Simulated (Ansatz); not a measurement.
WC (WC type, space group P-6m2)

```yaml
crystal:
  lattice:
    - [5.84370, 0.00000, 0.00000]
    - [-1.46093, 2.53040, 0.00000]
    - [0.00000, 0.00000, 2.84710]
  atoms:
    - { symbol: W, position: [0.00000, 0.00000, 0.00000] }
    - { symbol: W, position: [0.50000, 0.00000, 0.00000] }
    - { symbol: C, position: [0.33333, 0.33333, 0.50000] }
    - { symbol: C, position: [0.83333, 0.33333, 0.50000] }
```

Scan: atom 1 (W, nearest neighbour C at 2.207 Å; its periodic images, 2.8 Å or more away, move with it) is displaced towards the nearest neighbour, direction (0.662, 0.382, 0.645) in Cartesian axes, by s. The other atoms stay.

Calculation: PBE (plane waves to 420 eV, PAW, scalar-relativistic; Ansatz, a quantum-chemistry and plane-wave program). k mesh 15×15×13 (Γ-centred), Fermi-Dirac smearing 0.05 eV. Energies are smeared free energies. Left out: 1 of 11 points, with atoms too close for the PAW data. With partly filled bands, energies and forces of such displacements shift with the k mesh and the smearing. Spin-orbit coupling is left out, though W is heavy. WC is run without spin polarisation. WC was relaxed with its symmetry unable to fall. ΔE is measured from the undisplaced structure. The last digit holds for this mesh only.

```
s (Å)   ΔE (meV/cell)
------  -------------
-0.440         2234.7
-0.352         1467.3
-0.264          845.7
-0.176          384.6
-0.088           98.2
0.000             0.0
0.088           102.3
0.176           418.1
0.264           967.6
0.352          1783.1
```

### Question
What force constant k = d²E/ds² at s = 0 does the table give?

### Answer
26 eV/Å². It is the second difference of the nearest points, corrected with the next pair.

### Question
With k = 25.86 eV/Å² from the forces, is the well harmonic out to s = 0.352 Å?

### Answer
½ks² = 1602 meV/cell against the computed 1783 meV/cell, so the well is stiffer than harmonic there.

(For displaced atoms, the force is minus the slope of the energy, and its curvature is a force constant, which sets phonon frequencies.)
